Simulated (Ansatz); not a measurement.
Relaxed-ion elastic tensor of La (diamond, Fd-3m) in GPa (Voigt order), the program Ansatz at the r²SCAN level (PAW); density 6.27 g/cm³, 36.81 Å³ per atom.

```
      1     2     3     4     5     6
-  ----  ----  ----  ----  ----  ----
1  49.9  49.0  49.0   0.0   0.0   0.0
2  49.0  49.9  49.0   0.0   0.0   0.0
3  49.0  49.0  49.9   0.0   0.0   0.0
4   0.0   0.0   0.0  -3.7   0.0   0.0
5   0.0   0.0   0.0   0.0  -3.7   0.0
6   0.0   0.0   0.0   0.0   0.0  -3.7
```

Task: Is the crystal mechanically stable?

Result: No: the smallest eigenvalue of C is -3.7 GPa.

The start of the workflow was typed in or built on a structure type; neither database checked (COD, Materials Project) lists it. It is not the phase usual at ambient conditions (space group No. 194). The cell was relaxed with r²SCAN under the symmetry of its start. At this level the phase is mechanically unstable. The volume moved by -38 % from the start of the relaxation. As this level gives no gap, shear constants depend on the k-mesh and smearing (Fermi–Dirac, 0.1 eV here). Spin–orbit coupling is left out wherever it is not named.

Potentials: the earlier of the program's two PAW sets.
